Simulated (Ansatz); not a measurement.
# LuTlSe$_{2}$ (R-3m): the size of the finite step

```yaml
crystal:
  lattice:
    - [2.04136, 1.17858, 7.75953]
    - [-2.04136, 1.17858, 7.75953]
    - [0.00000, -2.35716, 7.75953]
  atoms:
    - { symbol: Lu, position: [0.00000, 0.00000, 0.00000] }
    - { symbol: Tl, position: [0.50000, 0.50000, 0.50000] }
    - { symbol: Se, position: [0.73334, 0.73334, 0.73334] }
    - { symbol: Se, position: [0.26666, 0.26666, 0.26666] }
```

Conventional cell: a = 4.083 Å, b = 4.083 Å, c = 23.279 Å, α = 90.00°, β = 90.00°, γ = 120.00°. Around Lu (atom 1) lie 6 Se at 2.82 Å. Tl (atom 2) is surrounded by 6 Se at 3.31 Å. Se (atom 3) has 3 Lu at 2.82 Å as nearest neighbours.

Computed, not measured; unless marked otherwise by r²SCAN, PAW on Ansatz 0.2.0's default frozen-core files (fitted under PBE), scalar-relativistic. k mesh 6×6×6, strains of ±0.008, fixed occupations, cutoff 500 eV. The cell was relaxed by PAW under this functional. This phase needn't be the one found at ambient conditions.

Elastic constants come from stresses at strains of ±0.008 (two-point stencil): C11 = 84.3, C12 = 22.7, C13 = 28.3, C14 = 10.4, C33 = 80.6, C44 = 27.8 GPa. What does an amplitude of 0.02 give?

C11 = 84.5, C12 = 22.7, C13 = 28.4, C14 = 10.4, C33 = 80.6, C44 = 27.8 GPa. Nothing moves by 1 %.

Limits of these numbers: frozen-core PAW files fitted under PBE, their cores solved anew for the functional of the run; no spin-orbit coupling on heavy atoms.
